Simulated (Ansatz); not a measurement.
Relaxed-ion elastic tensor of Si₃N₄ in space group I-43d (No. 220; N on 16c, Si on 12b) in GPa (Voigt order), the program Ansatz at the PBEsol level (PAW); density 3.46 g/cm³, 9.60 Å³ per atom.

```json
[
 {"": "1", "1": "374", "2": "204", "3": "204", "4": "0.0", "5": "0.0", "6": "0.0"},
 {"": "2", "1": "204", "2": "374", "3": "204", "4": "0.0", "5": "0.0", "6": "0.0"},
 {"": "3", "1": "204", "2": "204", "3": "374", "4": "0.0", "5": "0.0", "6": "0.0"},
 {"": "4", "1": "0.0", "2": "0.0", "3": "0.0", "4": "209", "5": "0.0", "6": "0.0"},
 {"": "5", "1": "0.0", "2": "0.0", "3": "0.0", "4": "0.0", "5": "209", "6": "0.0"},
 {"": "6", "1": "0.0", "2": "0.0", "3": "0.0", "4": "0.0", "5": "0.0", "6": "209"}
]
```

Task: Is the crystal mechanically stable?

Result: Yes: the smallest eigenvalue of C is 169 GPa.

Task: Work out the Voigt, Reuss and Hill averages.

Result: K_V = 261, K_R = 261, K_H = 261; G_V = 160, G_R = 132, G_H = 146 GPa.

Task: Give Young's modulus, Poisson's ratio, Pugh's ratio and the universal anisotropy index.

Result: E = 9KG/(3K + G) = 368 GPa; ν = 0.26; K/G = 1.79 (near the Pugh limit of 1.75, no verdict); A_U = 5G_V/G_R + K_V/K_R − 6 = 1.05.

Task: Estimate the sound speeds and the Debye temperature.

Result: v_l = √((K + 4G/3)/ρ) = 11500 m/s, v_t = √(G/ρ) = 6480 m/s, mean 7210 m/s; Θ = (h/k)(3n/4πV)^(1/3) v_m = 1010 K.

Task: Give the Zener ratio and Young's modulus along [100], [110] and [111].

Result: A = 2C44/(C11 − C12) = 2.47; 1/E = S11 − 2(S11 − S12 − S44/2)Γ with Γ = 0, 1/4, 1/3 gives 229, 384, 496 GPa.

The workflow started from an entry of the Crystallography Open Database (COD), which files this formula under 4 space groups. It is not the phase usual at ambient conditions (space group No. 176). The PBEsol relaxation kept the symmetry of its start; phonons on a q-mesh show no instability.

Potentials: the earlier of the program's two PAW sets.
